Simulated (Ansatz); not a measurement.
According to plane-wave PAW PBE (Ansatz code), IrC in the hexagonal phase (P-6m2; Ir on 1a, C on 1d) relaxes to a = 3.044 Å, c = 2.667 Å. C has 6 nearest neighbours from 2.21 Å (trigonal prismatic). Its formation energy from the elements is 1.23 eV/atom, with no fitted shifts.

Electronic character: metallic (no gap). Gap from PBE with spin–orbit coupling: none (metallic).

An equation-of-state fit gives a bulk modulus of 318 GPa.

The start of the workflow was typed in or built on a structure type; neither database checked (COD, Materials Project) lists it. Its standing as an ambient phase is unchecked. The PBE relaxation kept the symmetry of its start; whether a distortion lowers the energy is not shown. The run is not spin-polarised. Its formation energy is positive at this level, so the cell may be metastable or incomplete. The references are the lowest solids computed at this level, not always the standard phases. Spin–orbit coupling is left out wherever it is not named.

Potentials: the earlier of the program's two PAW sets.
